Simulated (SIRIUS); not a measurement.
Worked example: self-consistent single point of Zr (P2_1/m, 2 atoms in the cell; from Materials Project mp-131, changed as shown) in SIRIUS.

Computed with PBEsol, GBRV PBEsol ultrasoft pseudopotentials (plane waves; SIRIUS).

The change in words: lattice vector a scaled by 1.02. Reference geometry (P6_3/mmc):
```
Zr
1.0
    3.23923     0.00000     0.00000
   -1.61962     2.80525     0.00000
    0.00000     0.00000     5.17222
Zr
2
Direct
  0.33333   0.66667   0.25000
  0.66667   0.33333   0.75000
```

Reference input (self-consistent single point, DFT, PBEsol, plane waves, GBRV PBEsol ultrasoft pseudopotentials): parameters.ngridk = 16 16 10; parameters.xc_functionals = [XC_GGA_X_PBE_SOL, XC_GGA_C_PBE_SOL]; parameters.gk_cutoff = 6.325 1/bohr; parameters.pw_cutoff = 14.143 1/bohr; parameters.smearing = cold; parameters.smearing_width = 0.00999582 Ha; potentials = GBRV PBEsol ultrasoft pseudopotentials; parameters.electronic_structure_method = pseudopotential; parameters.num_bands = 16; parameters.num_mag_dims = 0; parameters.num_dft_iter = 100; parameters.energy_tol = 1e-07 Ha. This run's input differs from it in these lines:

```diff
@@ -32,7 +32,7 @@
     "lattice_vectors": [
-      [0.9999999272, 0.0, 0.0],
-      [-0.4999999636, 0.8660251961, 0.0],
-      [0.0, 0.0, 1.5967435544]
+      [1.0000000739, 0.0, 0.0],
+      [-0.4901960553, 0.8490443316, 0.0],
+      [0.0, 0.0, 1.5654348974]
     ],
-    "lattice_vectors_scale": 6.121258,
+    "lattice_vectors_scale": 6.243683,
     "atom_coordinate_units": "lattice",
```

Output (repeated stretches shortened):

```
[find] density tolerance         : 1e-06
[find] total energy tolerance    : 1e-07
[find] iter_solver_tol (initial) : 0.01
[find] iter_solver_tol (target)  : 1e-13
[find] num_dft_iter              : 100
Charges and magnetic moments
--------------------------------------------------------------------------------
total charge          : 24.000000
[find] | SCF iteration   0 out of 100|
[diagonalize] iterative solver tolerance (occupied, empty): 0.01 0.01
[diagonalize] average number of iterations: 1
[find_efermi_generic] Newton iteration converged after 3 steps
[find] Charges and magnetic moments
[find] total charge          : 24.000000
[find] Energy
[find] smearing (-TS)                 :      -0.00005591
[find] Total energy                   :     -99.12442323 (Ha),    -198.24884647 (Ry)
[find] Free energy (E-TS)             :     -99.12447914 (Ha),    -198.24895829 (Ry)
[find] band gap (eV)                  :       0.00000000
[find] Efermi                         :       0.50843828
[find] iteration : 0, RMS (target) : 2.0745e-01 (1.0000e-06) , energy difference (target) : -9.9124e+01 (1.0000e-07)
[find] bands are converged : true
[find] iterative solver converged : false
[find] | SCF iteration   1 out of 100|
[diagonalize] iterative solver tolerance (occupied, empty): 0.000179314 0.000179314
   [... lines left out ...]
[find] Charges and magnetic moments
[find] Free energy (E-TS)             :     -99.12837235 (Ha),    -198.25674469 (Ry)
[find] band gap (eV)                  :       0.00000000
[find] Efermi                         :       0.49865223
[find] Charges and magnetic moments
[find] Free energy (E-TS)             :     -99.12896827 (Ha),    -198.25793654 (Ry)
[find] band gap (eV)                  :       0.00000000
[find] Efermi                         :       0.49651030
[find] Charges and magnetic moments
[find] Free energy (E-TS)             :     -99.12897074 (Ha),    -198.25794148 (Ry)
   [... lines left out ...]
[ground_state] === stress_total ===
[ground_state]    69.130830    5.179936    0.000000
[ground_state]     5.179936   51.547445    0.000000
[ground_state]     0.000000    0.000000   53.898585
[ground_state] ==== total Forces in Ha/bohr =====
[ground_state] atom:    0, force:      -0.0003355     -0.0006494     -0.0000000
[ground_state] atom:    1, force:       0.0003355      0.0006494      0.0000000
```

The run converged in 11 iterations. SIRIUS prints the stress tensor with tension positive. Against the reference run the free energy rises by 16.8 meV/atom, the pressure goes from -4.23 to -5.82 GPa and the largest force goes from 0.000 to 0.038 eV/Å.

The structure comes from a collection of computed structures, made at another level of theory; the collection holds predicted forms beside known ones.

Cost on one core: very roughly 3 core-minutes.

The gap that the log prints is read on the run's mesh, which can miss the band edges or a crossing.
